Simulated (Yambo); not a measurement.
A G0W0@LDA run in Yambo for GaAlP2 (space group P-4m2, No. 115) (4×4×4 Γ-centred k mesh, 147 bands and a 8 Ry block in the screening, 147 bands in G with the Bruneval-Gonze terminator, plasmon pole fitted at 27.2 eV) gives these matrix elements, in eV, at the band edges (Γ → M):

| state | E0 | <Vxc> | <Σx> | <Σc(E0)> | Z |
|---|---|---|---|---|---|
| valence edge | 0.000 | -12.360 | -14.299 | 1.101 | 0.779 |
| conduction edge | 1.436 | -9.125 | -5.243 | -3.646 | 0.804 |

Solve the linearised quasiparticle equation for both states, give the gap, and say how exchange and correlation each act on it.

E = E0 + Z(Σx + Σc − Vxc). Valence: 0.000 + 0.779 × (-14.299 + (1.101) − (-12.360)) = -0.65 eV. Conduction: 1.436 + 0.804 × (-5.243 + (-3.646) − (-9.125)) = 1.63 eV. The gap is 2.28 eV, against 1.44 eV in LDA. Replacing Vxc by bare exchange alone would open it by 5.82 eV; correlation takes back 4.75 eV of that, and Z scales what is left. Nearest settings tried, and what they do to the gap: 113 bands in W, 113 bands in G: -13 meV; 6 Ry block (127 vectors against 229): -91 meV; 4×4×2 mesh: -29 meV. So the settings aren't converged at that level. Spin-orbit splittings are left out.

The standard potential for Ga keeps a d shell in the valence without the s and p states of that shell. In tests on such compounds this moved G0W0 gaps by up to about 0.9 eV, so absolute quasiparticle energies here are unreliable; differences between settings are what counts.

Geometry relaxed with LDA; primitive cell a = 3.8276 Å, b = 3.8276 Å, c = 5.3994 Å, α = 90.00°, β = 90.00°, γ = 90.00°.

The structure is a Materials Project entry; no match was found in the copy of COD used, and its stability was not checked.
